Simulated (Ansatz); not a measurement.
All numbers below come from Ansatz, DFT PBE, scalar-relativistic, plane waves, PAW. Settings: cutoff 420 eV, Γ-centred meshes spaced at most about 0.3 Å⁻¹, and about 0.25 Å⁻¹ or finer for metals (2π included), Gaussian smearing. Collinear spin in cells that started with moments and kept them past the coarse steps, no spin elsewhere.

These are static total energies at zero pressure.

Compare these two cells of MnInCu, each relaxed at this level.

A. (site moments Mn 3.2; Cu 0.2 μB)

Space group P4/mmm (No. 123). a = 3.752 Å, b = 3.752 Å, c = 4.828 Å, α = 90.00°, β = 90.00°, γ = 90.00°
```tsv
atom	site	symmetry	x	y	z
Mn	1a	4/mmm	0.0000	0.0000	0.0000
In	1c	4/mmm	0.5000	0.5000	0.0000
Cu	1b	4/mmm	0.0000	0.0000	0.5000
```

B. (site moments Mn 4.0 μB)

Space group P4/mmm (No. 123). a = 3.673 Å, b = 3.673 Å, c = 4.915 Å, α = 90.00°, β = 90.00°, γ = 90.00°
```csv
atom,site,symmetry,x,y,z
Mn,1d,4/mmm,0.5000,0.5000,0.5000
In,1a,4/mmm,0.0000,0.0000,0.0000
Cu,1c,4/mmm,0.5000,0.5000,0.0000
```

Question: Which arrangement of the elements on these sites is preferred, and by what margin?

Answer: B is lower, by 163 meV/atom. The two share one framework of sites and differ in which element sits where. A has space group P4/mmm (No. 123), 22.7 Å³/atom and no gap on its mesh; B has space group P4/mmm (No. 123), 22.1 Å³/atom and no gap. Counting all near atoms (those within 1.25 times the shortest distance at each site), A has Mn 6, In 4, Cu 2 and B has Mn 2, In 4, Cu 6. Even the lower one lies +0.72 eV/atom against the reference forms of the elements (uncorrected), so neither is stable at this level. In A, Mn is surrounded by 2 Cu at 2.41 Å and 4 In at 2.65 Å; around In lie 4 Mn at 2.65 Å; around Cu lie 2 Mn at 2.41 Å. In B, Mn is surrounded by 2 Cu at 2.46 Å; around In lie 4 Cu at 2.60 Å; around Cu lie 2 Mn at 2.46 Å and 4 In at 2.60 Å. Both come from invented guesses.

Another magnetic order may lie lower. Cells relaxed within their symmetry can be saddle points.
